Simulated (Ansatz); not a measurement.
Cu2WSe4 in space group I-42m (No. 121; Cu on 4c, W on 2a, Se on 8i), r²SCAN+D4 (plane waves, PAW; program Ansatz). The conduction-band minimum lies at M, with 1 equivalent valley. Second derivatives d²E/dk² of the lowest band at one valley (eV·Å²), along Cartesian directions:

```csv
direction,d²E/dk²
[100],8.512
[010],8.512
[001],1.562
[110],8.517
[101],5.040
[011],5.040
```

Q: Find the principal effective masses, the density-of-states mass and the conductivity mass.

A: Off-diagonal terms follow from H_xy = H[110] − (H_xx + H_yy)/2, and m*/mₑ = 7.620 eV·Å² over each eigenvalue: 0.89, 0.90, 4.9. One valley's DOS mass (m₁m₂m₃)^(1/3) = 1.6, conductivity mass 3/(Σ 1/mᵢ) = 1.2 mₑ.

Q: What effective density of states Nc follows at 300 K for parabolic valleys?

A: Nc = 2.509e19 × 1 × (1.6)^(3/2) ≈ 5.1e19 cm⁻³.

The first step of the workflow began from a Materials Project structure, measured or hypothetical; the Crystallography Open Database copy checked does not list it. Whether it is the stable phase at ambient conditions was not checked. The r²SCAN+D4 relaxation kept the symmetry of its start; whether a distortion lowers the energy is not shown. The run is not spin-polarised. Spin–orbit coupling is left out wherever it is not named.

Potentials: the later of the program's two PAW sets.

Edges and masses are those of Kohn–Sham bands, whose gap is no quasiparticle gap.
